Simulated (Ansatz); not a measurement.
Relaxed-ion elastic tensor of KI (rock salt, Fm-3m) in GPa (Voigt order), the program Ansatz at the r²SCAN level (PAW); density 3.09 g/cm³, 44.58 Å³ per atom.

```csv
,1,2,3,4,5,6
1,30.4,3.4,3.4,0.0,0.0,0.0
2,3.4,30.4,3.4,0.0,0.0,0.0
3,3.4,3.4,30.4,0.0,0.0,0.0
4,0.0,0.0,0.0,3.9,0.0,0.0
5,0.0,0.0,0.0,0.0,3.9,0.0
6,0.0,0.0,0.0,0.0,0.0,3.9
```

Is the crystal mechanically stable?

Yes: the smallest eigenvalue of C is 3.9 GPa.

Work out the Voigt, Reuss and Hill averages.

K_V = 12.4, K_R = 12.4, K_H = 12.4; G_V = 7.8, G_R = 5.5, G_H = 6.6 GPa.

Give Young's modulus, Poisson's ratio, Pugh's ratio and the universal anisotropy index.

E = 9KG/(3K + G) = 16.9 GPa; ν = 0.27; K/G = 1.87 (ductile by the Pugh limit of 1.75); A_U = 5G_V/G_R + K_V/K_R − 6 = 2.06.

Estimate the sound speeds and the Debye temperature.

v_l = √((K + 4G/3)/ρ) = 2620 m/s, v_t = √(G/ρ) = 1470 m/s, mean 1630 m/s; Θ = (h/k)(3n/4πV)^(1/3) v_m = 137 K.

Give the Zener ratio and Young's modulus along [100], [110] and [111].

A = 2C44/(C11 − C12) = 0.29; 1/E = S11 − 2(S11 − S12 − S44/2)Γ with Γ = 0, 1/4, 1/3 gives 29.7, 12.7, 10.7 GPa.

The r²SCAN relaxation kept the symmetry of its start; of distortions, only those at the zone centre were tested. Scalar-relativistic: spin–orbit coupling is off unless named, which matters more the heavier the elements.

Potentials: the later of the program's two PAW sets.
